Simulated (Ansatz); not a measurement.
A scan (energy against volume; even scaling of the relaxed cell, symmetry kept) gave these values. Method: PBE (plane waves to 420 eV, PAW, scalar-relativistic; Ansatz, a quantum-chemistry and plane-wave program).

The bulk modulus at fixed cell shape B₀ (third-order Birch-Murnaghan fit) comes out as 17.3 GPa. The pressure derivative B₀′ (fit) comes out as 2.3 and the equilibrium volume of the fit is 15.30 Å³/atom.

Problem. Of these crystals, all scanned alike, which one is it?
A) SiO₂ (alpha-cristobalite type, space group P4_12_12)
B) Sn (beta-Sn type, space group I4_1/amd)
C) MoP (WC type, space group P-6m2)
D) VSi₂ (CrSi2 type, space group P6_222)

Solution. A, SiO₂ (alpha-cristobalite type, space group P4_12_12). The others have, for the bulk modulus at fixed cell shape: VSi2 175 GPa, MoP 223 GPa, Sn 47.5 GPa

All were relaxed with their symmetry unable to fall. MoP is run without spin polarisation. VSi2 is run without spin polarisation. With the shape held, the modulus is that of even scaling; a crystal free to change shape is softer.

(Under strain, the slope of the energy per volume gives the stress and its curvature an elastic modulus.)
